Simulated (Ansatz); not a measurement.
Be:
```cif
data_Be2
_chemical_formula_sum 'Be2'
_space_group_name_H-M_alt 'P63/mmc'
_space_group_IT_number 194
_space_group_name_Hall '-P 6c 2c'
_cell_length_a 2.26120
_cell_length_b 2.26120
_cell_length_c 3.56856
_cell_angle_alpha 90.000
_cell_angle_beta 90.000
_cell_angle_gamma 120.000
loop_
_atom_site_label
_atom_site_type_symbol
_atom_site_symmetry_multiplicity
_atom_site_Wyckoff_symbol
_atom_site_fract_x
_atom_site_fract_y
_atom_site_fract_z
_atom_site_occupancy
Be1 Be 2 d 0.66667 0.33333 0.25000 1
```

Relaxed with r²SCAN.

Problem. Tabulate the valence density and the electron localisation function along the shortest Be–Be contact (2.21 Å), plane-wave PAW r²SCAN (Ansatz code).

Solution. 

| distance from Be (Å) | density (e/Å³) | ELF |
|---|---|---|
| 0.22 | 0.11 | 0.00 |
| 0.33 | 0.16 | 0.01 |
| 0.44 | 0.20 | 0.04 |
| 0.55 | 0.24 | 0.15 |
| 0.66 | 0.26 | 0.32 |
| 0.77 | 0.28 | 0.48 |
| 0.88 | 0.28 | 0.58 |
| 0.99 | 0.28 | 0.63 |
| 1.11 | 0.28 | 0.64 |
| 1.22 | 0.28 | 0.63 |
| 1.33 | 0.28 | 0.58 |
| 1.44 | 0.28 | 0.48 |
| 1.55 | 0.26 | 0.32 |
| 1.66 | 0.24 | 0.15 |
| 1.77 | 0.20 | 0.04 |
| 1.88 | 0.16 | 0.01 |
| 1.99 | 0.11 | 0.00 |

The density is the valence pseudo-density with augmentation charge, so density and ELF within about 1 Å of a nucleus are not all-electron values.

Space group P6_3/mmc (hcp (Mg type)). The r²SCAN relaxation kept the symmetry of its start; of distortions, only those at the zone centre were tested.

Potentials: the earlier of the program's two PAW sets.
